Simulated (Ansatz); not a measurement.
Here is the system:

BaNbNO$_{2}$:
```yaml
crystal:
  lattice:
    - [4.05427, 0.00000, 0.00000]
    - [0.00000, 4.05427, 0.00000]
    - [0.00000, 0.00000, 4.06220]
  atoms:
    - { symbol: Ba, position: [0.00000, 0.00000, 0.00000] }
    - { symbol: Nb, position: [0.50000, 0.50000, 0.50000] }
    - { symbol: N, position: [0.50000, 0.50000, 0.00000] }
    - { symbol: O, position: [0.00000, 0.50000, 0.50000] }
    - { symbol: O, position: [0.50000, 0.00000, 0.50000] }
```

This is the LDA-relaxed structure.

Problem. All from LDA in the plane-wave PAW code Ansatz, unless another level is named. Estimate the electronic character.

Solution. no gap, with almost no states at the Fermi level (zero-gap or semimetallic).

Problem. What about the formation energy from the elements (no fitted shifts)?

Solution. -2438 meV/atom.

Space group P4/mmm. The first step of the workflow began from a Materials Project structure, measured or hypothetical; the Crystallography Open Database copy checked does not list it. With N and O taken as one species the cell has the higher symmetry Pm-3m, so it may be an ordered model of a mixed-site phase. Whether it is the stable phase at ambient conditions was not checked. Symmetry was held in the LDA relaxation. At this level the phase is dynamically unstable (imaginary phonons). No spin polarisation was allowed. A small band overlap can be real or an error of a semilocal functional. The references are the lowest solids computed at this level, not always the standard phases (solids in place of the gases). Spin–orbit coupling is left out wherever it is not named.

Potentials: the later of the program's two PAW sets.
